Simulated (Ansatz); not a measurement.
MoP in space group P-6m2 (No. 187; Mo on 1a, P on 1f) under volume change, plane-wave PAW LDA (Ansatz code), shape and atoms relaxed at each volume.

| V (Å³/atom) | E − E(relaxed) (meV/atom) | P (GPa) |
|---|---|---|
| 12.667 | 100.5 | 27.91 |
| 13.085 | 42.2 | 17.10 |
| 13.502 | 10.0 | 7.87 |
| 13.920 | 0.0 | 0.00 |
| 14.338 | ___ | ___ |
| 14.755 | 34.1 | -12.42 |
| 15.173 | ___ | ___ |

**Question.** What belongs in the gaps?

**Answer.** 
- 15.173, E − E(relaxed) (meV/atom): 73.0
- 15.173, P (GPa): -17.27
- 14.338, E − E(relaxed) (meV/atom): 9.0
- 14.338, P (GPa): -6.71

**Question.** What does a third-order Birch–Murnaghan fit give for V₀, B₀ and B′?

**Answer.** V₀ = 13.92 Å³/atom, B₀ = 241 GPa, B′ = 4.3.

Symmetry was held in the LDA relaxation; of distortions, only those at the zone centre were tested. The run is not spin-polarised. Scalar-relativistic: spin–orbit coupling is off unless named, which matters more the heavier the elements.

Potentials: the later of the program's two PAW sets.
